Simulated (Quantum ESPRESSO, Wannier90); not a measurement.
**Cu (I4/mmm, model phase): Wannier90 run**

Structure: Materials Project mp-1010136, symmetrised, not relaxed again. This isn't the element's usual structure (fcc); take it as a model of another phase. Method: PBEsol plane waves in Quantum ESPRESSO 7.5 (PseudoDojo norm-conserving files, 74 Ry, no spin polarisation, no spin-orbit coupling), Bloch states on a 12×12×12 mesh through Γ, Wannier90 4.0.1. Density: 20×20×20 mesh, cold smearing 0.01 Ry.

On the energy scale of pw.x, whose zero is arbitrary, the Fermi level lies at 17.88 eV.

Input w.win:

```
num_bands = 3
num_wann = 3
exclude_bands = 1,5-21
num_iter = 800
conv_tol = 1.0e-6
conv_window = 4
write_hr = true
write_u_matrices = true
auto_projections = true
begin unit_cell_cart
ang
   -1.4507300000    1.4507300000    1.3622350000
    1.4507300000   -1.4507300000    1.3622350000
    1.4507300000    1.4507300000   -1.3622350000
end unit_cell_cart
begin atoms_frac
Cu   0.0000000000  0.0000000000  0.0000000000
end atoms_frac
mp_grid = 12 12 12
begin kpoints
0.0000000000 0.0000000000 0.0000000000
0.0000000000 0.0000000000 0.0833333333
0.0000000000 0.0000000000 0.1666666667
... (1725 more lines: the 12x12x12 mesh through Gamma)
end kpoints
```

Input of pw2wannier90.x that gives the overlap and projection files (equivalent; here they were cut from one run over all bands):

```
&inputpp
  outdir = './out'
  prefix = 'pwscf'
  seedname = 'w'
  write_amn = .true.
  write_mmn = .true.
  atom_proj = .true.
  atom_proj_exclude = 1 5 6 7 8 9 10
/
```

Output w.wout (banner and timings cut):

```
                                    ------
                                    SYSTEM
                                    ------

                              Lattice Vectors (Ang)
                    a_1    -1.450730   1.450730   1.362235
                    a_2     1.450730  -1.450730   1.362235
                    a_3     1.450730   1.450730  -1.362235

                   Unit Cell Volume:      11.46793  (Ang^3)

                        Reciprocal-Space Vectors (Ang^-1)
                    b_1     0.000000   2.165525   2.306205
                    b_2     2.165525   0.000000   2.306205
                    b_3     2.165525   2.165525   0.000000

 *----------------------------------------------------------------------------*
 |   Site       Fractional Coordinate          Cartesian Coordinate (Ang)     |
 +----------------------------------------------------------------------------+
 | cu   1   0.00000   0.00000   0.00000   |    0.00000   0.00000   0.00000    |
 *----------------------------------------------------------------------------*
                                ------------
                                K-POINT GRID
                                ------------

             Grid size = 12 x 12 x 12      Total points = 1728

 *---------------------------------- MAIN ------------------------------------*
 |  Number of Wannier Functions               :                 3             |
 |  Number of Objective Wannier Functions     :                 3             |
 |  Number of input Bloch states              :                 3             |
 |  Output verbosity (1=low, 5=high)          :                 1             |
 |  Timing Level (1=low, 5=high)              :                 1             |
 |  Optimisation (0=memory, 3=speed)          :                 3             |
 |  Length Unit                               :               Ang             |
 |  Post-processing setup (write *.nnkp)      :                 F             |
 |  Using Gamma-only branch of algorithms     :                 F             |
 *----------------------------------------------------------------------------*
 *------------------------------- WANNIERISE ---------------------------------*
 |  Total number of iterations                :               800             |
 |  Number of CG steps before reset           :                 5             |
 |  Trial step length for line search         :             2.000             |
 |  Convergence tolerence                     :         0.100E-05             |
 |  Convergence window                        :                 4             |
 |  Iterations between writing output         :                 1             |
 |  Iterations between backing up to disk     :               100             |
 |  Write r^2_nm to file                      :                 F             |
 |  Write xyz WF centres to file              :                 F             |
 |  Write on-site energies <0n|H|0n> to file  :                 F             |
 |  Use guiding centre to control phases      :                 F             |
 |  Use phases for initial projections        :                 F             |
 *----------------------------------------------------------------------------*
 *-------------------------------- PLOTTING ----------------------------------*
 |  Plotting Hamiltonian in WF basis          :                 T             |
 *----------------------------------------------------------------------------*

 *---------------------------------- K-MESH ----------------------------------*
 +----------------------------------------------------------------------------+
 |                    Distance to Nearest-Neighbour Shells                    |
 |                    ------------------------------------                    |
 |          Shell             Distance (Ang^-1)          Multiplicity         |
 |          -----             -----------------          ------------         |
 |             1                   0.255210                      4            |
 |             2                   0.263630                      8            |
 |             3                   0.360921                      4            |
 |             4                   0.384367                      2            |
 |             5                   0.446950                     16            |
 |             6                   0.461379                      8            |
 |             7                   0.510419                      4            |
 |             8                   0.527259                      8            |
       ... (lines left out)
 +----------------------------------------------------------------------------+
 | The b-vectors are chosen automatically                                     |
 | The following shells are used:                       1,  2                 |
 +----------------------------------------------------------------------------+
 |                        Shell   # Nearest-Neighbours                        |
 |                        -----   --------------------                        |
 |                          1               4                                 |
 |                          2               8                                 |
 +----------------------------------------------------------------------------+
 | Completeness relation is fully satisfied [Eq. (B1), PRB 56, 12847 (1997)]  |
 +----------------------------------------------------------------------------+
 |                  b_k Vectors (Ang^-1) and Weights (Ang^2)                  |
 |                  ----------------------------------------                  |
 |            No.         b_k(x)      b_k(y)      b_k(z)        w_b           |
 |            ---        --------------------------------     --------        |
 |             1         0.180460    0.180460    0.000000     4.292362        |
 |             2        -0.180460   -0.180460    0.000000     4.292362        |
 |             3        -0.180460    0.180460    0.000000     4.292362        |
 |             4         0.180460   -0.180460    0.000000     4.292362        |
 |             5         0.180460    0.000000    0.192184     3.384362        |
 |             6         0.000000    0.180460    0.192184     3.384362        |
 |             7         0.000000   -0.180460    0.192184     3.384362        |
 |             8        -0.180460    0.000000    0.192184     3.384362        |
 |             9        -0.180460    0.000000   -0.192184     3.384362        |
 |            10         0.000000    0.180460   -0.192184     3.384362        |
 |            11         0.000000   -0.180460   -0.192184     3.384362        |
 |            12         0.180460    0.000000   -0.192184     3.384362        |
 +----------------------------------------------------------------------------+
 |                           b_k Directions (Ang^-1)                          |
 |                           -----------------------                          |
 |            No.           x           y           z                         |
 |            ---        --------------------------------                     |
 |             1         0.180460    0.180460    0.000000                     |
 |             2        -0.180460    0.180460    0.000000                     |
 |             3         0.180460    0.000000    0.192184                     |
 |             4         0.000000    0.180460    0.192184                     |
 |             5         0.000000   -0.180460    0.192184                     |
 |             6        -0.180460    0.000000    0.192184                     |
 +----------------------------------------------------------------------------+

 Starting a new Wannier90 calculation ...

 Reading overlaps from w.mmn

 Reading projections from w.amn

 *------------------------------- WANNIERISE ---------------------------------*
 +--------------------------------------------------------------------+<-- CONV
 | Iter  Delta Spread     RMS Gradient      Spread (Ang^2)            |<-- CONV
 +--------------------------------------------------------------------+<-- CONV

 ------------------------------------------------------------------------------
 Initial State
  WF centre and spread    1  ( -0.000000, -0.000000,  0.000000 )     0.19106939
  WF centre and spread    2  (  0.000000,  0.000000, -0.000000 )     0.19108114
  WF centre and spread    3  (  0.000000,  0.000000,  0.000000 )     0.19108114
  Sum of centres and spreads (  0.000000,  0.000000,  0.000000 )     0.57323167

      0     0.573E+00     0.0000000000        0.5732316686  <-- CONV
        O_D=      0.0000000 O_OD=      0.0001487 O_TOT=      0.5732317 <-- SPRD
 ------------------------------------------------------------------------------
      1    -0.211E-14     0.0000004324        0.5732316686  <-- CONV
        O_D=      0.0000000 O_OD=      0.0001487 O_TOT=      0.5732317 <-- SPRD
      2    -0.422E-14     0.0000004320        0.5732316686  <-- CONV
        O_D=      0.0000000 O_OD=      0.0001487 O_TOT=      0.5732317 <-- SPRD
      3    -0.633E-14     0.0000004311        0.5732316686  <-- CONV
        O_D=      0.0000000 O_OD=      0.0001487 O_TOT=      0.5732317 <-- SPRD
      4    -0.822E-14     0.0000004299        0.5732316686  <-- CONV
        O_D=      0.0000000 O_OD=      0.0001487 O_TOT=      0.5732317 <-- SPRD
             <<<     Delta < 1.000E-06  over  4 iterations     >>>
             <<< Wannierisation convergence criteria satisfied >>>
 Final State
  WF centre and spread    1  ( -0.000000, -0.000000,  0.000000 )     0.19106939
  WF centre and spread    2  (  0.000000,  0.000000, -0.000000 )     0.19108114
  WF centre and spread    3  (  0.000000,  0.000000,  0.000000 )     0.19108114
  Sum of centres and spreads (  0.000000,  0.000000,  0.000000 )     0.57323167

         Spreads (Ang^2)       Omega I      =     0.573082945
        ================       Omega D      =     0.000000000
                               Omega OD     =     0.000148724
    Final Spread (Ang^2)       Omega Total  =     0.573231669
```
